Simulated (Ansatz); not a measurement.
Values for one crystal, relaxed and computed with the program Ansatz at the LDA level (PAW); other levels are named.

```yaml
volume_per_atom: 25.67 Å³
band_gap: 0.16 eV (indirect)
Bulk modulus (Birch–Murnaghan fit): 55.8 GPa
Poisson's ratio: 0.37
electron_effective_mass: 0.20, 0.20, 0.45 mₑ (principal values)
dynamical_stability_on_the_path: unstable, down to 43i cm⁻¹
smallest_direct_gap_on_the_standard_path: 2.54 eV
```

Task: Pick the material that matches.
A. LiCl, rock salt
B. BP, Pnma (B on 4c, P on 4c)
C. AgI, rock salt
D. NaCl, rock salt

Result: C, AgI, rock salt

Space group Fm-3m (rock salt). This is a known high-pressure phase of the composition, computed here at zero pressure and temperature. The cell was relaxed with LDA under the symmetry of its start. No spin polarisation was allowed. Scalar-relativistic: spin–orbit coupling is off unless named, which matters more the heavier the elements.

Potentials: the earlier of the program's two PAW sets. The files were generated under PBE; for other functionals the program regenerates the frozen cores, and for LDA and PBEsol the local potential too.
